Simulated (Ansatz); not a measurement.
# Is this HfMoC2 structure a true minimum?

The structure comes from a generated guess, relaxed at this level; another structure or a mixture of phases may lie lower.

The calculation used DFT PBE, scalar-relativistic, plane waves, PAW (Ansatz). Settings: cutoff 420 eV, Γ-centred mesh 18×18×18 on the computed 4-atom cell, Gaussian smearing of 0.10 eV; no spin polarisation.

The cell below (4 atoms, space group R-3m (No. 166)) is relaxed within its symmetry.

```xyz
4
Lattice="1.5859 0.9156 5.2086 -1.5859 0.9156 5.2086 0.0000 -1.8313 5.2086" Properties=species:S:1:pos:R:3 pbc="T T T"
Hf    0.0000    0.0000    0.0000
Mo    0.0000    0.0000    7.8129
C     0.0000    0.0000    3.8485
C     0.0000    0.0000   11.7773
```

For the test a repeat of it with 8 atoms (edges 3.17, 5.49, 5.52 Å) was strained at random (σ = 1.5 % a component), the atoms were moved at random (σ = 0.05 Å), and all was relaxed again on a coarse 8×4×8 mesh (in the run’s order of axes) with 0.20 eV smearing, with no symmetry imposed.

Spin–orbit coupling, which can matter for Hf, is left out.

Q: What happens?

A: It returns, within 1 meV/atom of the unmoved cell on that mesh and with the same symmetry when read at 0.1 Å (C2/m at 0.01 Å, so small strains and shifts remain). So it is stable against the distortions that fit this cell and that this random move excites. Modes that don't fit the cell aren't tested.
